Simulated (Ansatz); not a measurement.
LiGeN:
```xyz
6
Lattice="2.9869 0.0000 0.0000 -1.4935 2.5868 0.0000 0.0000 0.0000 9.3538" Properties=species:S:1:pos:R:3 pbc="T T T"
Li     1.4935     0.8623     6.9521
Li     0.0000     1.7245     2.2752
Ge     0.0000     0.0000     4.6658
Ge     0.0000     0.0000     9.3427
N      0.0000     1.7245     5.6365
N      1.4935     0.8623     0.9596
```

x, y and z are the axes in which the lattice vectors are written.

Task: Give the proper piezoelectric stress tensor with relaxed ions from r²SCAN (plane waves, PAW; program Ansatz).

Result: In C/m², rows x, y, z, Voigt columns; mesh uncertainty up to 0.00.
```
 0.00   0.00   0.00   0.00  -0.67   0.00
 0.00   0.00   0.00  -0.67   0.00   0.00
-0.17  -0.17  -0.61   0.00   0.00   0.00
```

The elastic tensor of the same run (GPa):

```
 263  52.3  11.3   0.0   0.0   0.0
52.3   263  11.3   0.0   0.0   0.0
11.3  11.3   123   0.0   0.0   0.0
 0.0   0.0   0.0  18.6   0.0   0.0
 0.0   0.0   0.0   0.0  18.6   0.0
 0.0   0.0   0.0   0.0   0.0   105
```

Task: Convert to strain constants d = e·S.

Result: In pC/N:
```
  0.0    0.0    0.0    0.0  -36.3    0.0
  0.0    0.0    0.0  -36.3    0.0    0.0
 -0.4   -0.4   -4.9    0.0    0.0    0.0
```

Space group P6_3mc. The first step of the workflow began from a Materials Project structure, measured or hypothetical; the Crystallography Open Database copy checked does not list it. Its standing as an ambient phase is unchecked. The r²SCAN relaxation kept the symmetry of its start; whether a distortion lowers the energy is not shown. Signs of piezoelectric constants follow the polarity of the cell as given.

Potentials: the later of the program's two PAW sets.
